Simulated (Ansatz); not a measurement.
Mo3Si (A15, Cr3Si type)

```
Mo3Si
1.0
    4.88448     0.00000     0.00000
    0.00000     4.88448     0.00000
    0.00000     0.00000     4.88448
Si Mo
2 6
Direct
  0.50000   0.50000   0.50000
  0.00000   0.00000   0.00000
  0.00000   0.50000   0.25000
  0.00000   0.50000   0.75000
  0.25000   0.00000   0.50000
  0.75000   0.00000   0.50000
  0.50000   0.25000   0.00000
  0.50000   0.75000   0.00000
```

The slice is a {100} plane (indices of the conventional cell) through the point (0.500, 0.250, 0.000) (fractional), spanned by u = [100] and v = [010] in vectors of this cell: u (4.88 Å) and v (4.88 Å, at 90° to u). It covers one period; positions are fractions (u, v).

Calculation: r2SCAN (plane waves to 500 eV, PAW, scalar-relativistic; Ansatz, a quantum-chemistry and plane-wave program). k mesh 10×10×10. Near the nuclei the fields are pseudised (PAW); where an atom keeps semicore shells as valence, they peak there. Mo3Si is run without spin polarisation. Mo3Si was relaxed with its symmetry unable to fall.

Q: What is the valence density on the shortest Mo–Mo line in this plane (2.44 Å), at its midpoint?

A: 0.64 e/Å³.

Q: What is the ELF at the midpoint of the shortest Mo–Mo line in this plane (2.44 Å)?

A: 0.31.

Q: Sketch the electron localisation function (ELF) on this plane as a map.

A: 
```
v \ u  0.00  0.12  0.25  0.38  0.50  0.62  0.75  0.88
-----  ----  ----  ----  ----  ----  ----  ----  ----
0.88   0.75  0.41  0.31  0.63  0.40  0.63  0.31  0.41
0.75   0.31  0.33  0.61  0.40     x  0.40  0.61  0.33
0.62   0.75  0.41  0.31  0.63  0.40  0.63  0.31  0.41
0.50      x  0.75  0.20  0.56  0.61  0.56  0.20  0.75
0.38   0.75  0.40  0.34  0.37  0.33  0.37  0.34  0.40
0.25   0.31  0.30  0.50  0.30  0.31  0.30  0.50  0.30
0.12   0.75  0.40  0.34  0.37  0.33  0.37  0.34  0.40
0.00      x  0.75  0.20  0.56  0.61  0.56  0.20  0.75
```

Values: electron localisation function (ELF). Points within 0.5 Å of a nucleus are blanked (x), as the pseudised field means little there.
